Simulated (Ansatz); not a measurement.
V₂Ga₃: reading a single point

```
Ga V
1.0
     2.78157    4.81782    0.00000
    -2.78157    4.81782    0.00000
     0.00000   -3.21188    5.06151
Ga V
6 4
Direct
  0.94365 0.55635 0.75000
  0.25000 0.94365 0.75000
  0.55635 0.25000 0.75000
  0.05635 0.44365 0.25000
  0.75000 0.05635 0.25000
  0.44365 0.75000 0.25000
  0.35217 0.35217 0.05651
  0.14783 0.14783 0.44349
  0.64783 0.64783 0.94349
  0.85217 0.85217 0.55651
```

Method: PBEsol, no spin polarisation; PAW, plane waves to 420 eV, 7×7×7 Γ-centred mesh, fermi-dirac occupations (width 0.1 eV) (Ansatz 0.2.0), atoms fixed.

Which element gives electrons and which takes them?

Bader charges in e: V +0.46, Ga -0.31. In the mean V gives up most and Ga takes most.

What is the formation energy?

1.48 eV an atom against the elements' usual phases (free molecules for gases, crystals otherwise, with no correction for O₂ or N₂), so at this geometry it isn't bound against them. Relaxing would lower it.

Where is the largest force?

The largest is on Ga1 (and as large on other atoms): 1.19 eV/Å, components (1.19, 0.00, 0.00). It makes 120° with the line to a nearest neighbour, V9 at 2.17 Å.

Is there a gap?

It is a metal, with about 10 states/eV a cell as the mean within 0.25 eV of the Fermi level, mostly V d (77 %) and Ga p (17 %).

Origin: a known structure type with other elements, at an estimated volume, so it need not be a known compound. Caveats: no spin polarisation, so a magnetic state may lie lower; atoms or cell far from equilibrium.
